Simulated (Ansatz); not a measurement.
**Ti (Fm-3m), random displacements**

Computed with DFT PBEsol, scalar-relativistic, plane waves, PAW in Ansatz 0.2.0. Cutoff 420 eV, Γ-centred 10×10×10 k-points, Gaussian smearing of 0.15 eV. No spin polarisation. Energies are free energies at this smearing, counted from the undisturbed cell; pressure is positive in compression.

Zero of the scan (as given, not relaxed at this level; this fcc form isn't the usual structure):

```
CELL_PARAMETERS angstrom
4.06000 -4.06000 0.00000
4.06000 0.00000 4.06000
0.00000 -4.06000 4.06000
ATOMIC_POSITIONS crystal
Ti 0.50000 0.00000 0.00000
Ti 0.50000 0.00000 0.50000
Ti 0.50000 0.50000 0.00000
Ti 0.50000 0.50000 0.50000
Ti 0.00000 0.00000 0.00000
Ti 0.00000 0.00000 0.50000
Ti 0.00000 0.50000 0.00000
Ti 0.00000 0.50000 0.50000
```

The atoms are displaced (Å, in the unstrained cell):

```tsv
atom	ux	uy	uz
Ti1	-0.094	-0.124	0.042
Ti2	-0.091	0.530	-0.131
Ti3	-0.262	-0.103	0.196
Ti4	0.121	-0.118	0.047
Ti5	0.168	0.179	-0.086
Ti6	-0.176	-0.026	0.150
Ti7	0.467	-0.230	0.045
Ti8	-0.132	-0.107	-0.263
```

Strain (Voigt, engineering shear): (0.0379, 0.0514, 0.0159, 0.0366, 0.1170, -0.0304).

(1) What are the energy change, the stress and the forces?

Answers

(1) ΔE = 427.0 meV/atom; stress (xx, yy, zz, yz, xz, xy; compression positive) (-0.67, -1.54, -2.22, -1.85, -5.24, 2.13) GPa.
```
atom Fx (eV/Å) Fy Fz
 Ti1       0.39   1.17  -0.86
 Ti2      -1.03  -3.15   0.13
 Ti3       3.57  -0.11  -1.38
 Ti4      -0.27   0.04  -0.19
 Ti5      -1.10  -1.10   0.88
 Ti6       0.30   1.02  -1.53
 Ti7      -2.20   1.06   0.41
 Ti8       0.34   1.05   2.54
```

Cost: 1 run of about 3.1 core-minutes, on Intel Xeon 6975P-C (Granite Rapids) (shared hosts).